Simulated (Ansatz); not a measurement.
Sr2HN:
```
CELL_PARAMETERS angstrom
      1.88306     1.08719     6.24328
     -1.88306     1.08719     6.24328
      0.00000    -2.17437     6.24328
ATOMIC_POSITIONS crystal
  Sr 0.76096 0.76096 0.76096
  Sr 0.23904 0.23904 0.23904
  H  0.00000 0.00000 0.00000
  N  0.50000 0.50000 0.50000
```

Cartesian axes are those of the cell as given.

Question: Give the high-frequency dielectric tensor and the Born effective charge tensors of the independent atoms from DFPT, PBEsol in the plane-wave PAW code Ansatz.

Answer: 
ε∞:
```
5.89  0.00  0.00
0.00  5.89  0.00
0.00  0.00  5.63
```
Z* of atom 1 (Sr), rows: field, columns: displacement, in e:
```
2.39  0.00  0.00
0.00  2.39  0.00
0.00  0.00  1.88
```
Z* of atom 3 (H), rows: field, columns: displacement, in e:
```
-1.15   0.00   0.00
 0.00  -1.15   0.00
 0.00   0.00  -1.35
```
Z* of atom 4 (N), rows: field, columns: displacement, in e:
```
-3.63   0.00   0.00
 0.00  -3.63   0.00
 0.00   0.00  -2.41
```

Static charges for comparison (Bader): Sr1 +1.32, H3 -0.76, N4 -1.87 e. Born charges measure polarisation by displacement and can exceed these by far.

Space group R-3m. The first step of the workflow began from a Materials Project structure, measured or hypothetical; the Crystallography Open Database copy checked does not list it. Its standing as an ambient phase is unchecked. The PBEsol relaxation kept the symmetry of its start; whether a distortion lowers the energy is not shown. Scalar-relativistic: spin–orbit coupling is off unless named, which matters more the heavier the elements.

Potentials: the later of the program's two PAW sets.
